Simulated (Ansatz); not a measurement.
Given:

Y3Si5:
```xyz
8
Lattice="6.4985 0.0000 0.0000 -3.2492 5.6279 0.0000 0.0000 0.0000 4.1544" Properties=species:S:1:pos:R:3 pbc="T T T"
Y     -2.0975     3.6330     0.0000
Y      4.1950     0.0000     0.0000
Y      1.1517     1.9949     0.0000
Si     3.2492     1.8760     2.0772
Si     0.0000     3.7519     2.0772
Si    -0.8531     1.4777     2.0772
Si     1.7063     0.0000     2.0772
Si     2.3961     4.1502     2.0772
```

This is the PBEsol-relaxed structure.

### Question
All from DFT-PBEsol in the program Ansatz with PAW potentials, unless another level is named. Predict the bulk modulus (Birch–Murnaghan fit).

### Answer
86.7 GPa.

### Question
What about the highest zone-centre frequency?

### Answer
395 cm⁻¹.

Space group P-62m. The start of the workflow was typed in or built on a structure type; neither database checked (COD, Materials Project) lists it. Its standing as an ambient phase is unchecked. Symmetry was held in the PBEsol relaxation; of distortions, only those at the zone centre were tested. No spin polarisation was allowed. As this level gives no gap, phonon frequencies hold no LO–TO term and depend on the k-mesh and smearing (Fermi–Dirac, 0.1 eV here).

Potentials: the later of the program's two PAW sets.
